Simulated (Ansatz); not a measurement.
Bi2S3 (Pnma), relaxed and computed with several functionals in Ansatz (plane waves, PAW).

```csv
functional,a (Å),c (Å),V (Å³/atom),gap (eV),ΔH_f (eV/atom),B₀ by P(V) fit (GPa),K_Hill (GPa),G_Hill (GPa),"highest Γ mode, no LO–TO term (cm⁻¹)",electron conductivity mass (mₑ),Θ_D (K)
PBE+D3(BJ),?,?,?,?,?,?,?,?,?,?,?
r²SCAN+D4,11.417,11.104,25.28,1.67,-0.45,31.1,33.8,17.6,306,0.43,182
LDA,11.008,10.836,23.49,1.09,-0.41,44.0,46.7,24.4,291,0.43,212
```

Task: Fill in the missing entries.

Result: 
- PBE+D3(BJ), a (Å): 11.135
- PBE+D3(BJ), c (Å): 10.965
- PBE+D3(BJ), V (Å³/atom): 24.29
- PBE+D3(BJ), gap (eV): 1.21
- PBE+D3(BJ), ΔH_f (eV/atom): -0.44
- PBE+D3(BJ), B₀ by P(V) fit (GPa): 39.1
- PBE+D3(BJ), K_Hill (GPa): 41.2
- PBE+D3(BJ), G_Hill (GPa): 22.6
- PBE+D3(BJ), highest Γ mode, no LO–TO term (cm⁻¹): 291
- PBE+D3(BJ), electron conductivity mass (mₑ): 0.42
- PBE+D3(BJ), Θ_D (K): 205

Weakly bound layers, chains or molecules computed without a dispersion correction, so cells and soft constants are ill determined: Bi2S3, Pnma (Pearson symbol oP20) with LDA. All cells were relaxed under the symmetry of their starts (and spin orders); stability against distortions was not tested throughout. Scalar-relativistic: spin–orbit coupling is off unless named, which matters more the heavier the elements.

Potentials: the later of the program's two PAW sets.

Ansatz (a quantum-chemistry and plane-wave program) is a plane-wave DFT program.

Formation energies count from the lowest solids of the elements computed at the same level, not from gases.
